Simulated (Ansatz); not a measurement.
Starting cell, LiCl (rock salt):

```
CELL_PARAMETERS angstrom
      0.00000     5.15039     5.15039
      2.57520     0.00000     2.57520
      2.57520     2.57520     0.00000
ATOMIC_POSITIONS crystal
  Cl 0.00000 0.00000 0.00000
  Cl 0.50000 0.00000 0.00000
  Li 0.25000 0.50000 0.50000
  Li 0.75000 0.50000 0.50000
```

A phonon eigenvector at L = (0.5, 0.0, 0.0) is frozen into this cell: atom i moves by Q times the vector below, so Q is the largest atomic displacement, in Å. The cell is held. It is one choice among 2 degenerate patterns. (q is in reciprocal vectors of the primitive cell; the cell shown is doubled to hold the pattern.)

| atom | x | y | z |
|---|---|---|---|
| Li3 | -0.285 | 0.520 | -0.805 |
| Li4 | 0.285 | -0.520 | 0.805 |

Atoms not listed stay in place.

Level of theory: PBE (plane waves to 420 eV, PAW, scalar-relativistic; Ansatz, an electronic-structure program). k mesh 11×11×11 (Γ-centred), Fermi-Dirac smearing 0.05 eV. LiCl was relaxed with its symmetry unable to fall. 

```tsv
Q (Å)	−dE/dQ from forces (eV/Å)
-0.180	0.329
-0.150	0.271
-0.120	0.214
-0.090	0.159
-0.060	0.106
-0.030	0.053
0.000	0.000
0.030	-0.053
0.060	-0.106
0.090	-0.159
0.120	-0.214
0.150	-0.271
0.180	-0.329
```

Task: What harmonic wavenumber does the curvature at Q = 0 give?

Result: 185 cm⁻¹. E″ = 1.75 eV/Å², M = Σ mᵢ|uᵢ|² = 13.9 u, ν̃ = 521.5·√(|E″|/M).

(A displaced cell: forces are minus the slopes of the energy, force constants its curvatures, and phonons follow from these.)
